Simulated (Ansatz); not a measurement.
## Property card for AlV2C

AlV2C:
Space group P6₃/mmc (No. 194); a = 2.8867 Å, b = 2.8867 Å, c = 13.1119 Å, α = 90.00°, β = 90.00°, γ = 120.00°

| atom | site | symmetry | x | y | z |
|---|---|---|---|---|---|
| Al | 2d | -6m2 | 0.6667 | 0.3333 | 0.2500 |
| V | 4f | 3m. | 0.3333 | 0.6667 | 0.0855 |
| C | 2a | -3m. | 0.0000 | 0.0000 | 0.0000 |

Space group P6_3/mmc (No. 194); conventional cell a = 2.887 Å, b = 2.887 Å, c = 13.112 Å, α = 90.00°, β = 90.00°, γ = 120.00°.

Method: plane-wave PAW r²SCAN (Ansatz code). Geometry: relaxed at this level of theory. Other levels are named where they apply.

### Cell and energy

```json
{
  "volume_per_atom": "11.83 Å³",
  "density": "4.94 g/cm³",
  "Formation energy from the elements (no fitted shifts)": "-0.59 eV/atom"
}
```

### Electronic structure

```json
{
  "electronic_character": "metallic (no gap)",
  "Density of states at the Fermi level": "0.64 states/eV per atom (mean over ±0.08 eV)"
}
```

### Magnetism

```json
{
  "magnetic_order": "non-magnetic (starting moments vanished)"
}
```

### Mechanics

```json
{
 "Bulk modulus (Birch–Murnaghan fit)": "184 GPa",
 "Pressure derivative B′": "4.2"
}
```

### Charges

```json
{
 "bader_charges": "Al -0.31, V +1.04, C -1.77 e"
}
```

The cell was relaxed with r²SCAN under the symmetry of its start. The workflow began spin-polarised and lost its moments. The references are the lowest solids computed at this level, not always the standard phases.

Potentials: the later of the program's two PAW sets.
